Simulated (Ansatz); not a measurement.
Given:

AlP:
Space group P6₃mc (No. 186); a = 3.835 Å, b = 3.835 Å, c = 6.299 Å, α = 90.00°, β = 90.00°, γ = 120.00°

| atom | site | symmetry | x | y | z |
|---|---|---|---|---|---|
| Al | 2b | 3m. | 0.3333 | 0.6667 | 0.0002 |
| P | 2b | 3m. | 0.3333 | 0.6667 | 0.3748 |

This is the LDA-relaxed structure.

Task: All from plane-wave PAW LDA (Ansatz code), unless another level is named. Predict the largest static χ(2) component.

Result: 42 pm/V.

Task: Predict the Born charges (a third of the trace).

Result: Al +2.22, P -2.22 e.

Task: And the static dielectric constant ε0 (ions relaxed, cell fixed)?

Result: 10.4 (xx = yy), 11.1 (zz).

Space group P6_3mc (wurtzite). The workflow started from a Materials Project entry (that database holds measured and hypothetical structures alike); the Crystallography Open Database copy checked does not list it. It is not the phase usual at ambient conditions (space group No. 216). The cell was relaxed with LDA under the symmetry of its start; phonons on a q-mesh show no instability.

Potentials: the later of the program's two PAW sets.
